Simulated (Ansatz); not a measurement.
The start is a generated cell, HgTe placed in the NiAs structure type. The structure is fully relaxed (lattice and positions, P = 0) with PBE (plane waves to 420 eV, PAW, scalar-relativistic; Ansatz, an electronic-structure program). The first steps use a coarse 6×6×4 k-mesh.

Starting cell:
```
HgTe
1.0
    4.54117     0.00000     0.00000
   -2.27059     3.93277     0.00000
    0.00000     0.00000     6.32928
Hg Te
2 2
Direct
  0.00000   0.00000   0.00000
  0.00000   0.00000   0.50000
  0.33333   0.66667   0.25000
  0.66667   0.33333   0.75000
```

What pressure does the first self-consistent step give?

+3 GPa (positive: the cell is compressed).

By how much does the energy per atom fall from start to end?

0.10 eV/atom.

How does the volume per atom move from start to end?

+4.2 %, from 28.26 to 29.44 Å³/atom.

How do the shortest distances between atoms change?

The closest pairs of elements (up to four, under 3.6 Å), start → end: Hg–Te 3.06 → 3.09 Å; Hg–Hg 3.16 → 3.72 Å.

What band gap does the relaxed structure have at this level?

Zero (metallic).

The space group stays P6₃/mmc (No. 194) (the run could not lower it); the end is NiAs type, with 4 atoms in the primitive cell. Final values are on a 13×13×7 k-mesh of the relaxed cell. No spin polarisation in the result.

The run could not lose the symmetry of its start: the end is stationary, and may be a saddle point rather than a minimum.

All atoms sit on sites fixed by symmetry, so only the cell could relax.

The relaxed structure here is a generated cell of HgTe: the first start was made by placing the elements on the sites of a structure type, and the end was not matched to a known phase here, so it may be hypothetical. Known forms of HgTe include space group No. 216.
